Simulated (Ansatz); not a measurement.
Relaxed Ir (fcc, Cu type):

```
Ir
1.0
    0.00000     3.87085     3.87085
    1.93542     1.93542     3.87085
    1.93542     1.93542     0.00000
Ir
2
Cartesian
  0.00000   0.00000   0.00000
  1.93542   3.87085   1.93542
```

The atoms are displaced by Q × the pattern below (from a DFPT mode at X = (0.5, 0.5, 0.0), largest move 1; Q in Å), at fixed cell. (q is in reciprocal vectors of the primitive cell; the cell shown is doubled to hold the pattern.)

```tsv
atom	x	y	z
Ir1	0.000	0.000	-1.000
Ir2	0.000	0.000	1.000
```

Method: PBE (plane waves to 420 eV, PAW, scalar-relativistic; Ansatz, a first-principles code). k mesh 21×21×21 (Γ-centred), Fermi-Dirac smearing 0.05 eV. The energy includes the smearing's −TS. With partly filled bands, energies and forces of such displacements shift with the k mesh and the smearing. Ir is run without spin polarisation. Ir was relaxed with its symmetry unable to fall. Spin-orbit coupling is left out, though Ir is heavy. The zero of ΔE is the undisplaced structure. The last digit holds for this mesh only.

```
Q (Å)    ΔE (meV/cell)
-------  -------------
-0.2800         2276.5
-0.2333         1518.4
-0.1867       withheld
-0.1400          496.7
-0.0933          212.9
-0.0467           51.5
0.0000             0.0
0.0467            51.5
0.0933           212.9
0.1400           496.7
0.1867        withheld
0.2333          1518.4
0.2800          2276.5
```

Task: Fit an even polynomial form (powers 2, 4, 6) to the given rows and predict ΔE at Q = -0.1867.

Result: Least squares on the 11 given rows: ΔE = (23490)·Q² + (103900)·Q⁴ + (-423800)·Q⁶, in meV/cell with Q in Å; root-mean-square residual 0.49 meV/cell. At -0.1867 the fit gives 927.1 meV/cell; the calculation gives 926.2 meV/cell, so the interpolation is off by 0.9 (+0.1 %). The quadratic term alone would give 818.8 meV/cell.

(For displaced atoms, the force is minus the slope of the energy, and its curvature is a force constant, which sets phonon frequencies.)
